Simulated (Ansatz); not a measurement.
CrH₁₂Cl₃O₆ — electric field gradients

The cell is an entry of the Crystallography Open Database (COD), ions relaxed with PBE at fixed cell.

```
CELL_PARAMETERS angstrom
6.01350 3.47190 3.90033
-6.01350 3.47190 3.90033
0.00000 -6.94379 3.90033
ATOMIC_POSITIONS crystal
Cr 0.00000 0.00000 0.00000
Cr 0.50000 0.50000 0.50000
H 0.29727 0.09236 0.88746
H 0.88746 0.29727 0.09236
H 0.09236 0.88746 0.29727
H 0.61254 0.40764 0.20273
H 0.40764 0.20273 0.61254
H 0.20273 0.61254 0.40764
H 0.70273 0.90764 0.11254
H 0.11254 0.70273 0.90764
H 0.90764 0.11254 0.70273
H 0.38746 0.59236 0.79727
H 0.59236 0.79727 0.38746
H 0.79727 0.38746 0.59236
H 0.22105 0.26468 0.95816
H 0.95816 0.22105 0.26468
H 0.26468 0.95816 0.22105
H 0.54184 0.23532 0.27895
H 0.23532 0.27895 0.54184
H 0.27895 0.54184 0.23532
H 0.77895 0.73532 0.04184
H 0.04184 0.77895 0.73532
H 0.73532 0.04184 0.77895
H 0.45816 0.76468 0.72105
H 0.76468 0.72105 0.45816
H 0.72105 0.45816 0.76468
Cl 0.52320 0.97680 0.25000
Cl 0.25000 0.52320 0.97680
Cl 0.97680 0.25000 0.52320
Cl 0.47680 0.02320 0.75000
Cl 0.75000 0.47680 0.02320
Cl 0.02320 0.75000 0.47680
O 0.20971 0.13721 0.95260
O 0.95260 0.20971 0.13721
O 0.13721 0.95260 0.20971
O 0.54740 0.36279 0.29029
O 0.36279 0.29029 0.54740
O 0.29029 0.54740 0.36279
O 0.79029 0.86279 0.04740
O 0.04740 0.79029 0.86279
O 0.86279 0.04740 0.79029
O 0.45260 0.63721 0.70971
O 0.63721 0.70971 0.45260
O 0.70971 0.45260 0.63721
```

Sites (sets of like atoms) are named by element and the number of their first atom in this list.

Method: Kohn–Sham DFT in Ansatz, PBE, plane waves and PAW, scalar-relativistic, collinear spin, 420 eV cutoff, Γ-centred 3×3×3 k-points, Fermi–Dirac smearing 0.02 eV. Start moments as typed (μB): 3 -3 0 0 0 0 0 0 0 0 0 0 0 0 0 0 0 0 0 0 0 0 0 0 0 0 0 0 0 0 0 0 0 0 0 0 0 0 0 0 0 0 0 0 by atom.

V_zz is the principal component of the electric field gradient with the largest magnitude, η = (V_xx − V_yy)/V_zz and C_Q = eQV_zz/h. ν_Q = 3|C_Q|/[2I(2I − 1)].

Cr-53: I = 3/2, Q = -150.0 mb; 2H: I = 1, Q = 2.858 mb; ³⁵Cl: I = 3/2, Q = -81.12 mb; O-17: I = 5/2, Q = -25.58 mb. Quadrupole moments are those of Pyykkö's year-2017 table.

| site | atoms (order as listed) | first shell | C_Q (MHz) | η | ν_Q (MHz) |
| --- | --- | --- | --- | --- | --- |
| Cr | 1, 2 | 6 O at 1.98 Å | 2.68 | 0.00 | 1.34 |
| H3 | 3, 4, 5, 6, 7, 8, … | 1 O at 1.00 Å; also 1 Cl at 2.01 Å | 0.205 | 0.16 | 0.307 |
| H15 | 15, 16, 17, 18, 19, 20, … | 1 O at 1.00 Å; also 1 Cl at 2.02 Å | 0.206 | 0.16 | 0.309 |
| Cl | 27, 28, 29, 30, 31, 32 | 4 H at 2.01–2.02 Å; also 4 Cr at 4.40–4.52 Å | 10.2 | 0.61 | 5.10 |
| O | 33, 34, 35, 36, 37, 38, … | 2 H at 1.00 Å, 1 Cr at 1.98 Å | 9.12 | 0.43 | 1.37 |

An axis of threefold or higher order runs through Cr, so V_zz lies along it and η is zero. At H3 and H15 V_zz points along its bond to O (within 2°) in each case. At O V_zz stands upright on the plane through its three neighbours (within 3°).

The lattice is static: at room temperature water may turn and average the couplings of its hydrogen. The magnetic order is the one that the run reached from its start moments, not necessarily the measured one.
